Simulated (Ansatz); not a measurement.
A geometry of In away from equilibrium: the start of the relaxation of a generated trial cell of In in the AFLOW prototype A_mC12_5_3c (A19). Level of theory: r2SCAN (plane waves to 500 eV, PAW, scalar-relativistic; Ansatz, an electronic-structure program). Γ-centred k-mesh 10×10×3 on the run's cell (coarser than for final values), Fermi–Dirac smearing 0.05 eV.

```xyz
6
Lattice="3.3496 -1.9366 0.0000 3.3496 1.9366 0.0000 -0.4443 0.0000 12.7225" Properties=species:S:1:pos:R:3:forces:R:3 pbc="T T T" free_energy=-33669.895 pressure_GPa=4.9
In     3.5757    -0.8908     3.1170   -0.7863    0.1218   -0.1591
In     2.6792    -0.8908     9.6055    0.7863    0.1218    0.1591
In     4.0428     1.1620     5.0890    0.1917   -0.3520    1.4312
In     2.2121     1.1620     7.6335   -0.1917   -0.3520   -1.4312
In     4.9598    -0.2711     0.8906    0.3709    0.2302    1.4137
In     1.2951    -0.2711    11.8319   -0.3709    0.2302   -1.4137
```

Positions in Å, forces in eV/Å, free energy of the cell in eV (comparable only within this code, potentials and settings). Largest force: 1.49 eV/Å, on In3, In4, In5, In6 (atoms numbered as listed); the geometry lies 0.24 eV/atom above the end of its relaxation.

No spin polarisation in the result.

The run could not lose the symmetry of its start, so the end can be a saddle point.

The end of the path is a generated cell of In: the first start was made by placing the elements on the sites of a structure type, and the end was not matched to a known phase here, so it may be hypothetical. Known forms of In include space group No. 139.
